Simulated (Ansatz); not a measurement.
How far is PAW off for Zn?

```xyz
2
Lattice="2.6737 0.0000 0.0000 -1.3368 2.3154 0.0000 0.0000 0.0000 4.9631" Properties=species:S:1:pos:R:3 pbc="T T T"
Zn    0.0000    1.5436    1.2408
Zn    1.3368    0.7718    3.7224
```

Atoms are numbered in the order listed.

The geometry is COD entry 9008522, unchecked; take it as a test cell. The listed cell was then made from it by scaling, straining or moving an atom.

Levels of theory: DFT, PBEsol, PAW with Ansatz's default frozen-core files, scalar-relativistic (Ansatz 0.2.0); DFT, PBEsol, all-electron LAPW, scalar-relativistic (Ansatz 0.2.0).

For PAW: a Γ-centred 16×16×8 k mesh, Fermi–Dirac smearing of 0.03 eV, cutoff 420 eV, no spin polarisation; the PAW files were made with PBE, and the program remakes their frozen cores for this functional. LAPW targets a basis error of 0.25 meV/atom. The Ansatz runs share mesh, smearing and spin set-up. Plane-wave (PAW) pressures include the program's estimate of the Pulay term.

Stress and pressure are positive in compression.

The change that made this cell: volume scaled by 1.01.

PAW results:

| quantity | PAW |
| --- | --- |
| pressure (GPa) | -6.11 |
| stress xx (GPa) | -6.39 |
| stress zz (GPa) | -5.56 |

(1) What does all-electron LAPW give for the same quantities?

## Answers

(1) 
```json
{"quantity": "pressure (GPa)", "LAPW": "-6.10"}
{"quantity": "stress xx (GPa)", "LAPW": "-6.37"}
{"quantity": "stress zz (GPa)", "LAPW": "-5.56"}
```
